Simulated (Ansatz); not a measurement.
**A relaxed cell of SrWI against its rivals**

Atoms and cell were relaxed at zero pressure (12.9 % in volume from the start). The relaxed cell:

```
Sr W I
1.0
     3.77364    0.00000    0.00000
     0.00000    3.77364    0.00000
     0.00000    0.00000   14.16558
Sr W I
2 2 2
Direct
  0.00000 0.50000 0.20924
  0.50000 0.00000 0.79076
  0.00000 0.00000 0.00000
  0.50000 0.50000 0.00000
  0.00000 0.50000 0.65461
  0.50000 0.00000 0.34539
```

Space group P4/nmm (No. 129); conventional cell a = 3.774 Å, b = 3.774 Å, c = 14.166 Å, α = 90.00°, β = 90.00°, γ = 90.00°.

Computed with plane-wave PAW DFT (Ansatz 0.2.0): PBE, 420 eV cutoff, 8×8×4 Γ-centred mesh, fermi-dirac occupations of width 0.028 eV. Spin: none; no U, no spin-orbit coupling.

**Question.** What is its formation energy?

**Answer.** -0.122 eV an atom at 0 K against the elements' lowest computed crystals and the free molecules of gases, with no empirical correction.

**Question.** Is it stable against splitting into other phases?

**Answer.** Among the phases that we computed and relaxed alike, the lowest mixture with other formulas is 17 % Sr + 33 % W + 50 % SrI2 (shares of atoms). The cell lies 736 meV an atom above it, so it would gain by splitting into them.

The start was: a known structure type with other elements put in, at an estimated volume. An invented cell need not be a known compound.

Caveats: differences under 20 meV an atom lie within the error of meshes and cutoff; no moments were allowed, so a magnetic state may lie lower; the relaxation keeps the start's symmetry, so a distorted cell may lie lower; no dispersion correction, which matters between weakly bound layers; no spin-orbit coupling, which can move compounds of heavy elements by tens of meV.
